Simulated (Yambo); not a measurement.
Absorption of ScF₃ (space group R-3c, No. 167) with and without the electron-hole interaction (Yambo, LDA bands; 4×4×4 mesh, 18 valence and 12 conduction bands, static screening with 80 bands and a 3 Ry block, scissor 5.22 eV, Tamm-Dancoff; field along x). Axes are Cartesian, with cell vectors (Å) (2.85, 1.65, 4.65), (-2.85, 1.65, 4.65), (0.00, -3.29, 4.65).

```csv
E (eV),"Im ε, BSE","Im ε, independent quasiparticles"
8.07,0.12,0.02
8.17,0.13,0.02
8.27,0.15,0.02
8.37,0.18,0.02
8.47,0.21,0.02
8.57,0.25,0.02
8.67,0.30,0.02
8.77,0.37,0.02
8.87,0.48,0.02
8.97,0.64,0.03
9.07,0.89,0.03
9.18,1.34,0.03
9.28,2.22,0.03
9.38,4.08,0.03
9.48,7.61,0.03
9.58,8.94,0.03
9.68,5.36,0.04
9.78,2.86,0.04
9.88,1.71,0.04
9.98,1.15,0.04
10.08,0.84,0.05
10.18,0.67,0.05
10.28,0.59,0.06
10.38,0.59,0.06
10.48,0.64,0.07
10.58,0.68,0.07
10.68,0.65,0.08
10.78,0.61,0.09
10.88,0.64,0.10
10.98,0.76,0.11
11.08,0.97,0.13
11.18,1.30,0.15
11.28,1.75,0.18
11.38,2.55,0.22
11.48,4.18,0.27
11.58,6.91,0.36
11.68,6.67,0.51
11.78,4.40,0.79
11.88,3.20,1.26
11.98,3.18,1.61
12.08,4.21,1.95
12.18,4.70,2.31
12.28,3.60,2.18
12.38,2.18,2.49
12.48,1.42,3.43
12.58,0.99,4.07
12.68,0.82,3.79
12.79,0.82,3.24
12.89,0.78,2.51
12.99,0.64,1.75
13.09,0.53,1.36
13.19,0.43,1.25
13.29,0.40,1.19
13.39,0.43,1.24
13.49,0.41,1.37
13.59,0.42,1.53
13.69,0.45,1.60
13.79,0.47,1.42
13.89,0.56,1.44
13.99,0.50,1.76
14.09,0.40,1.89
14.19,0.43,1.96
14.29,0.41,2.09
14.39,0.36,1.99
14.49,0.36,1.69
14.59,0.31,1.61
14.69,0.29,1.83
14.79,0.30,2.21
14.89,0.25,2.52
14.99,0.23,3.00
```

The scissor comes from a G0W0 run whose convergence isn't established. Broadening 0.15 eV. The band window holds all transitions up to 17.2 eV. Fine structure above the onset can come from the mesh.

Geometry of the Materials Project entry, not relaxed at this level; primitive cell a = b = c = 5.7004 Å, α = β = γ = 60.03°.

The structure is a Materials Project entry; no match was found in the copy of COD used, and its stability was not checked.
